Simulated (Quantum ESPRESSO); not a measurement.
Space group Pnma (No. 62); a = 11.185 Å, b = 4.004 Å, c = 4.249 Å, α = 90.00°, β = 90.00°, γ = 90.00°

| atom | site | symmetry | x | y | z |
|---|---|---|---|---|---|
| S | 4c | .m. | 0.3524 | 0.2500 | 0.0228 |
| Sn | 4c | .m. | 0.1186 | 0.2500 | 0.1088 |

Cell and atoms were relaxed with PBE+D3(BJ) from Materials Project entry mp-2231, within its symmetry.

### Question
What does PBEsol (Quantum ESPRESSO, PseudoDojo norm-conserving, 72 Ry, without SOC) give for the electronic structure near the Fermi level?

### Answer
The PBEsol gap is indirect, 0.76 eV, from T to Γ; the smallest direct gap is 1.12 eV. Spin-orbit splittings are left out.

Letters of k points follow the standard setting of the lattice, whose axes may be ordered differently from the printed cell.
